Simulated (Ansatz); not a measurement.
This run works on a generated trial structure, not on a known crystal.

Input and command of a plane-wave DFT calculation in Ansatz:

```yaml
crystal:
  lattice:
    - [4.27018781, 0.0, 0.0]
    - [-2.13509391, 3.69809112, 0.0]
    - [0.0, 0.0, 7.54875212]
  atoms:
    - { symbol: Ta, position: [0.0, 0.0, 0.0] }
    - { symbol: Ge, position: [0.66666667, 0.33333333, 0.0] }
    - { symbol: Ge, position: [0.66666667, 0.33333333, 0.5] }
    - { symbol: Ge, position: [0.0, 0.0, 0.26160154] }
    - { symbol: Ge, position: [0.0, 0.0, 0.73839846] }
    - { symbol: Pt, position: [0.0, 0.0, 0.5] }
basis:
  ecutwfc: 420
kpoints:
  mp_grid: { grid: [4, 4, 2] }
hamiltonian:
  xc: pbe
scf:
  occupations: { method: gaussian, width: 0.2 }
  lower_state_search: "off"
output:
  forces: true
  stress: true
  eigenvalues: true
relax:
  adjacent_minimum: "off"
  f_tol: 0.08
  max_steps: 16
  cell: { stress_tol: 0.8 }
```

```bash
ansatz run input.yaml --threads 1 --pin off --max-ram 2560MiB --backend cpu --events-out ev --progress --plain --runs-dir out
```

Processor: Intel(R) Xeon(R) Processor @ 2.70GHz, 1 thread, on a host shared with other jobs.

Problem. How long does it run, and how much memory does it take?

Solution. About 64 s, peak memory 0.45 GiB. It solves 53 bands at 8 k points (after reduction by symmetry) with about 3147 plane waves (on the last cell), in 81 SCF iterations over 12 ionic steps.
